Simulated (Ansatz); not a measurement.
A relaxation of cell and atoms of ZnCd2Te3 in the borrowed MnCd2Te3 type (No. 156) with Ansatz, at the level r2SCAN+rVV10. It starts from the PBEsol minimum.

```yaml
crystal:
  lattice:
    - [4.4840210874, 0.0, 0.0]
    - [-2.2420105437, 3.8832761728, 0.0]
    - [0.0, 0.0, 11.0382709751]
  atoms:
    - { symbol: Zn, position: [0.3333333333, 0.6666666667, 0.6651908155] }
    - { symbol: Cd, position: [0.0, 0.0, 0.99558828] }
    - { symbol: Cd, position: [0.6666666667, 0.3333333333, 0.3416894825] }
    - { symbol: Te, position: [0.0, 0.0, 0.248668841] }
    - { symbol: Te, position: [0.6666666667, 0.3333333333, 0.5955833253] }
    - { symbol: Te, position: [0.3333333333, 0.6666666667, 0.9032792557] }
kpoints:
  mp_grid: { grid: [6, 6, 2] }
hamiltonian:
  xc: r2scan
  dispersion: rvv10
scf:
  occupations: { method: fermi_dirac, width: 0.03 }
relax:
  f_tol: 0.01
  cell: {}
  max_steps: 120
```

The trajectory has 6 recorded frames, each with positions in Å and forces in eV/Å. The last, and any step after a large change of cell, is solved on a basis re-selected at its cell; pressure is positive in compression.

Step 1: energy 0.0 meV/atom from step 1, largest force component 0.034 eV/Å, pressure +0.52 GPa
```xyz
6
Lattice="4.4840 0.0000 0.0000 -2.2420 3.8833 0.0000 0.0000 0.0000 11.0383" Properties=species:S:1:pos:R:3:forces:R:3 pbc="T T T"
Zn    0.0000    2.5889    7.3426    0.0000    0.0000   -0.0025
Cd    0.0000    0.0000   10.9896    0.0000    0.0000    0.0067
Cd    2.2420    1.2944    3.7717    0.0000    0.0000    0.0175
Te    0.0000    0.0000    2.7449    0.0000    0.0000   -0.0146
Te    2.2420    1.2944    6.5742    0.0000    0.0000    0.0271
Te    0.0000    2.5889    9.9706    0.0000    0.0000   -0.0342
```

Step 2: energy +0.1 meV/atom from step 1, largest force component 0.080 eV/Å, pressure -0.42 GPa
```xyz
6
Lattice="4.5103 0.0000 0.0000 -2.2551 3.9060 0.0000 0.0000 0.0000 11.1316" Properties=species:S:1:pos:R:3:forces:R:3 pbc="T T T"
Zn    0.0000    2.6040    7.4041    0.0000    0.0000    0.0045
Cd    0.0000    0.0000   11.0774    0.0000    0.0000    0.0002
Cd    2.2551    1.3020    3.8166    0.0000    0.0000   -0.0116
Te    0.0000    0.0000    2.7640    0.0000    0.0000    0.0098
Te    2.2551    1.3020    6.6433    0.0000    0.0000   -0.0798
Te    0.0000    2.6040   10.0379    0.0000    0.0000    0.0767
```

Question: Estimate where the relaxation ends.

Answer:
Step 3: energy -0.5 meV/atom from step 1, largest force component 0.030 eV/Å, pressure -0.05 GPa
```xyz
6
Lattice="4.4984 0.0000 0.0000 -2.2492 3.8957 0.0000 0.0000 0.0000 11.1016" Properties=species:S:1:pos:R:3:forces:R:3 pbc="T T T"
Zn    0.0000    2.5972    7.3895    0.0000    0.0000   -0.0074
Cd    0.0000    0.0000   11.0540    0.0000    0.0000    0.0006
Cd    2.2492    1.2986    3.7951    0.0000    0.0000    0.0039
Te    0.0000    0.0000    2.7574    0.0000    0.0000   -0.0015
Te    2.2492    1.2986    6.6086    0.0000    0.0000    0.0304
Te    0.0000    2.5972   10.0264    0.0000    0.0000   -0.0259
```

Step 4: energy -0.5 meV/atom from step 1, largest force component 0.012 eV/Å, pressure +0.04 GPa
```xyz
6
Lattice="4.4957 0.0000 0.0000 -2.2478 3.8934 0.0000 0.0000 0.0000 11.0920" Properties=species:S:1:pos:R:3:forces:R:3 pbc="T T T"
Zn    0.0000    2.5956    7.3793    0.0000    0.0000   -0.0010
Cd    0.0000    0.0000   11.0424    0.0000    0.0000    0.0011
Cd    2.2478    1.2978    3.7965    0.0000    0.0000   -0.0003
Te    0.0000    0.0000    2.7555    0.0000    0.0000   -0.0015
Te    2.2478    1.2978    6.6098    0.0000    0.0000   -0.0102
Te    0.0000    2.5956   10.0115    0.0000    0.0000    0.0118
```

Step 5: energy -0.5 meV/atom from step 1, largest force component 0.001 eV/Å, pressure 0.00 GPa
```xyz
6
Lattice="4.4971 0.0000 0.0000 -2.2485 3.8946 0.0000 0.0000 0.0000 11.0948" Properties=species:S:1:pos:R:3:forces:R:3 pbc="T T T"
Zn    0.0000    2.5964    7.3817    0.0000    0.0000    0.0010
Cd    0.0000    0.0000   11.0457    0.0000    0.0000   -0.0005
Cd    2.2485    1.2982    3.7963    0.0000    0.0000   -0.0010
Te    0.0000    0.0000    2.7560    0.0000    0.0000    0.0009
Te    2.2485    1.2982    6.6098    0.0000    0.0000    0.0000
Te    0.0000    2.5964   10.0159    0.0000    0.0000   -0.0005
```

Step 6: energy -0.6 meV/atom from step 1, largest force component 0.001 eV/Å, pressure 0.00 GPa
```xyz
6
Lattice="4.4971 0.0000 0.0000 -2.2485 3.8946 0.0000 0.0000 0.0000 11.0948" Properties=species:S:1:pos:R:3:forces:R:3 pbc="T T T"
Zn    0.0000    2.5964    7.3817    0.0000    0.0000    0.0011
Cd    0.0000    0.0000   11.0457    0.0000    0.0000   -0.0005
Cd    2.2485    1.2982    3.7963    0.0000    0.0000   -0.0010
Te    0.0000    0.0000    2.7560    0.0000    0.0000    0.0009
Te    2.2485    1.2982    6.6098    0.0000    0.0000    0.0000
Te    0.0000    2.5964   10.0159    0.0000    0.0000   -0.0005
```

In 5 steps the volume changed by +1.1 %; between the first SCF and the last, each on a basis chosen for its cell, the energy fell by 0.6 meV an atom. At the end: the symmetry is P3m1 (No. 156, trigonal); a = 4.497 Å, c = 11.095 Å in the conventional setting, 32.39 Å³ an atom. Around Zn lie 4 Te at 2.63–2.71 Å; around Cd lie 4 Te at 2.79–2.81 Å; around Cd lie 4 Te at 2.80–2.81 Å; around Te lie 4 Cd at 2.80–2.81 Å; around Te lie 3 Zn at 2.71 Å and 1 Cd at 2.81 Å; around Te lie 1 Zn at 2.63 Å and 3 Cd at 2.79 Å.

Run as `ansatz run input.yaml --threads 2 --pin off --max-ram 2211MiB --backend cpu --events-out ev --progress --plain --runs-dir out`. Wall time 86 s on 2 threads of Intel(R) Xeon(R) 6975P-C (Granite Rapids), with other jobs on the host; peak host memory 1.2 GiB.

These are computed values for a spin-unpolarised cell that may be hypothetical; none is a measurement.
